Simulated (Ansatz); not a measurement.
A geometry of TiPd away from equilibrium: step 15 of the relaxation of a generated cell, TiPd built in the AFLOW prototype AB_hP2_187_d_a (B_h, as in WC). Calculation: PBE (plane waves to 420 eV, PAW, scalar-relativistic; Ansatz, a quantum-chemistry and plane-wave program). Γ-centred k-mesh 11×11×10 on the run's cell (coarser than for final values), Fermi–Dirac smearing 0.05 eV.

```
CELL_PARAMETERS angstrom
      3.00524     0.00000     0.00000
     -1.50262     2.60262     0.00000
      0.00000     0.00000     4.05170
ATOMIC_POSITIONS crystal
  Ti 0.00000 0.00000 0.00000
  Pd 0.66667 0.33333 0.50000
```

Q: Which atoms carry the largest force, and which way does it point?

A: No atom: all forces are below 0.005 eV/Å; only the cell is out of equilibrium.

Q: What is the pressure?

A: +4.1 GPa, compression positive.

Q: How much energy per atom can still be gained by relaxing?

A: 0.04 eV/atom; the path ends in P-6m2 (No. 187).

No spin polarisation in the result.

The run could not lose the symmetry of its start: the end is stationary, and may be a saddle point rather than a minimum.

All atoms sit on sites fixed by symmetry, so only the cell could relax.

The end of the path is a generated cell of TiPd: the first start was made by placing the elements on the sites of a structure type, and the end was not matched to a known phase here, so it may be hypothetical.
